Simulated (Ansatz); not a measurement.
MoP (WC type, space group P-6m2)

```xyz
2
Lattice="3.2408 0.0000 0.0000 -1.6204 2.8066 0.0000 0.0000 0.0000 3.1954" Properties=species:S:1:pos:R:3 pbc="T T T"
Mo     0.0000     0.0000     0.0000
P      1.6204     0.9355     1.5977
```

E(V) scan at fixed shape, V₀ the volume above. Symmetry pins the atoms to their sites.

Calculation: PBE (plane waves to 420 eV, PAW, scalar-relativistic; Ansatz, a program for electronic structure). k mesh 16×16×15 (Γ-centred), Fermi-Dirac smearing 0.05 eV. Energies are smeared free energies. Compression counts positive. With the shape held, the modulus is that of even scaling; a crystal free to change shape is softer. MoP is run without spin polarisation. MoP was relaxed with its symmetry unable to fall. ΔE is measured from the relaxed starting cell. The last digit holds for this mesh only.

```
V (Å³/atom)  ΔE (meV/atom)
-----------  -------------
13.660                40.7
13.835                25.5
14.009                14.0
14.183                 6.1
14.358                 1.5
14.532                 0.0
14.706                 1.4
14.881                 5.6
15.055            withheld
15.230                21.4
15.404                32.7
```

Q: Fit a third-order Birch-Murnaghan form (E₀, V₀, B₀, B₀′ free) to the given rows and predict ΔE at V = 15.055.

A: Least squares on the 10 given rows: ΔE = E₀ + (9V₀B₀/16)·y²·[2 + (B₀′ − 4)y], y = (V₀/V)^(2/3) − 1, with V₀ = 14.533 Å³/atom, B₀ = 222.7 GPa (160.2 GPa = 1 eV/Å³; the term in eV is multiplied by 1000), B₀′ = 4.41, E₀ = 0.01 meV/atom; root-mean-square residual 0.03 meV/atom. At 15.055 the fit gives 12.2 meV/atom; the calculation gives 12.3 meV/atom, so the interpolation is off by -0.1 (-0.8 %). For the pressure the fit gives -7.3 GPa against the computed -7.3 GPa.

(Under strain, the slope of the energy per volume gives the stress and its curvature an elastic modulus.)
